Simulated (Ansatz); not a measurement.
Lu2CdS4:
```yaml
crystal:
  lattice:
    - [0.00000, 5.52971, 5.52971]
    - [5.52971, 0.00000, 5.52971]
    - [5.52971, 5.52971, 0.00000]
  atoms:
    - { symbol: S, position: [0.88316, 0.88316, 0.88316] }
    - { symbol: S, position: [0.89949, 0.36684, 0.36684] }
    - { symbol: S, position: [0.88316, 0.88316, 0.35051] }
    - { symbol: S, position: [0.36684, 0.89949, 0.36684] }
    - { symbol: S, position: [0.35051, 0.88316, 0.88316] }
    - { symbol: S, position: [0.36684, 0.36684, 0.36684] }
    - { symbol: S, position: [0.88316, 0.35051, 0.88316] }
    - { symbol: S, position: [0.36684, 0.36684, 0.89949] }
    - { symbol: Lu, position: [0.12500, 0.12500, 0.12500] }
    - { symbol: Lu, position: [0.62500, 0.12500, 0.12500] }
    - { symbol: Lu, position: [0.12500, 0.12500, 0.62500] }
    - { symbol: Lu, position: [0.12500, 0.62500, 0.12500] }
    - { symbol: Cd, position: [0.50000, 0.50000, 0.50000] }
    - { symbol: Cd, position: [0.75000, 0.75000, 0.75000] }
```

Relaxed with r²SCAN.

Task: Map the valence electron density (e/Å³), cut off at 1 on the plane through (0.883, 0.883, 0.883) spanned by u = [1, 0, 0] and v = [-1, 1, 1] in lattice vectors, from r²SCAN (plane waves, PAW; program Ansatz).

Result: x is the fraction of u, y of v (the angle between them is 90°; rows are the nearest grid lines); atoms in the plane: S at (0.00, 0.00), S at (0.50, 0.48), S at (0.47, 0.00), S at (0.97, 0.48), Lu at (0.48, 0.24), Lu at (0.98, 0.24), Cd at (0.23, 0.62), Cd at (0.73, 0.87).
```
| :@@%+-.....:=%@@= .#@@*-:.    ..-+%@@: |
|@@@%+-:.   .:-+#@@@@@@#=--=*%%*=--=*%@@@|
|##*=-:.     ..-=+###*+=-=#@@@@@@%=-=+*##|
|...             .......-%@@@@@@@@@-:....|
|                       .=@@@@@@@@+:.    |
|                         .:-===:..      |
|                           .....        |
|     .-+#%#+-..                         |
|   .-@@@@@@@@@=.                        |
|:.::=@@@@@@@@@+::.::....          ....::|
|==--=#@@@@@@@@=---====-:..      ..:--===|
|@@@*=-:-===----+%@@@@@@%+-..  ..:=#@@@@@|
|+@@#=:.     .:-*@@*..*@@#=:....:-*@@#: +|
|@@*=:.       .:-*%@@@@%+-:.    .:-+#@@@@|
|*+-:.         .:-+*##*=-:.      .:-=*##*|
|-:..           ..:---:..          ..:---|
|@@@*:.       ..=@@@@@@@-.        .-#@@@@|
|@@@@#:.......:*@@@@@@@@@=........-@@@@@@|
|@@@@#:..   ..:+@@@@@@@@@=..    ..-@@@@@@|
|@@@=..        .-#@@@@@*:.        .:+@@@@|
|-::..         ..::--::..           .::--|
|@%*+-:.     ..-=*%@@#+-:.        .:-+#%@|
|@@@%+-:.   ..-+#@@@@@@*-:.      ..-+%@@@|
| :@@%+-.....:=%@@= .#@@*-:.    ..-+%@@: |
```
Scale: ten equal steps from 0.000 (start of ' ') to 1.00 (end of '@'), in the order ' .:-=+*#%@'; x runs from 0.000 to 1.00, y from 0.000 (bottom) to 1.00 (top).

The density is the valence pseudo-density with augmentation charge, so density and ELF within about 1 Å of a nucleus are not all-electron values.

Space group Fd-3m (spinel). The workflow started from an entry of the Crystallography Open Database (COD). Whether it is the stable phase at ambient conditions was not checked. Symmetry was held in the r²SCAN relaxation; whether a distortion lowers the energy is not shown. Spin–orbit coupling is left out wherever it is not named.

Potentials: the later of the program's two PAW sets.
